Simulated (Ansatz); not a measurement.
BeS in space group P6_422 (No. 181; Be on 3c, S on 3d), r²SCAN+D4 in the plane-wave PAW code Ansatz, all energies at zero smearing, with the estimated change up to a 700 eV cutoff added, with one set of potentials and settings (totals compare only within such a set). Cell of 6 atoms (3 Be, 3 S): -3003.365 eV.

| element | reference phase | E (eV/atom) |
|---|---|---|
| Be | P6_3/mmc, 2 atoms in the cell | -93.3794 |
| S | P2/c, 32 atoms in the cell | -905.9104 |

Formation energy per atom, worked out: (-3003.365 − 3×(-93.3794) − 3×(-905.9104))/6 = -0.916 eV/atom (-88 kJ per mol of atoms), at 0 K, without zero-point energy or fitted corrections.

The start of the workflow was typed in or built on a structure type; neither database checked (COD, Materials Project) lists it. COD files the formula under space group No. 216, so this cell is another polymorph or a model. Whether it is the stable phase at ambient conditions was not checked. The r²SCAN+D4 relaxation kept the symmetry of its start; whether a distortion lowers the energy is not shown. The references are the lowest solids computed at this level, not always the standard phases.

Potentials: the later of the program's two PAW sets.
